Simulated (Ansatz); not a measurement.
EuCd (Pm-3m); start Eu1↑ Eu2↓.

```xyz
4
Lattice="3.9169 0.0000 0.0000 0.0000 3.9169 0.0000 0.0000 0.0000 7.8337" Properties=species:S:1:pos:R:3 pbc="T T T"
Eu    1.9584    1.9584    1.9584
Eu    1.9584    1.9584    5.8753
Cd    0.0000    0.0000    0.0000
Cd    0.0000    0.0000    3.9169
```

The geometry is a structure from the Materials Project, repeated to hold the magnetic orders, held fixed and not relaxed.

Functional, mesh and filling: PBEsol, 7×7×4 k mesh, Fermi–Dirac smearing of 0.03 eV. LAPW is all-electron LAPW in Ansatz 0.2.0. Site moments are integrated in spheres about the atoms. Start moments (μB): Eu1 7, Eu2 -7.

Iteration by iteration:

| iteration | Harris–Foulkes energy less the last (meV) | density residual (eV) | M (μB) | ∫|m| (μB) |
| --- | --- | --- | --- | --- |
| 1 | -216.868 | 1.3e-01 | 0.0000 | 14.1547 |
| 2 | 23.967 | 4.7e-02 | 0.0000 | 14.1286 |
| 3 | 27.788 | 2.2e-02 | 0.0000 | 14.1429 |
| 4 | 13.997 | 9.0e-03 | 0.0000 | 14.1242 |
| 5 | 7.598 | 4.4e-03 | 0.0000 | 14.1380 |
| 6 | 0.168 | 4.4e-04 | 0.0000 | 14.1329 |
| 7 | -0.009 | 6.6e-05 | 0.0000 | 14.1327 |
| 8 | 0.011 | 1.5e-05 | 0.0000 | 14.1318 |
| 9 | 0.000 | 2.5e-06 | 0.0000 | 14.1318 |
| 10 | 0.000 | 9.5e-08 | 0.0000 | 14.1319 |
| 11 | 0.000 | 5.1e-08 | 0.0000 | 14.1320 |
| 12 | 0.000 | 2.6e-09 | 0.0000 | 14.1321 |
| 13 | 0.000 | 3.0e-09 | 0.0000 | 14.1323 |
| 14 | 0.000 | 4.1e-11 | 0.0000 | 14.1322 |

Site moments (μB): Eu1 6.93, Eu2 -6.93, Cd3 0.00, Cd4 0.00. Cell moment 0.00 μB.

Without U a semilocal functional puts the f levels too near the Fermi level, which can change moments and the order of magnetic states; site and cell moments are spin moments. Spin–orbit coupling is left out although heavy atoms are present. With open f shells a run can end in a state that isn't the lowest. These are results for the start and cell typed. The real compound can order otherwise, in a larger cell, or not at all, since semilocal functionals at zero temperature often overstate magnetism.
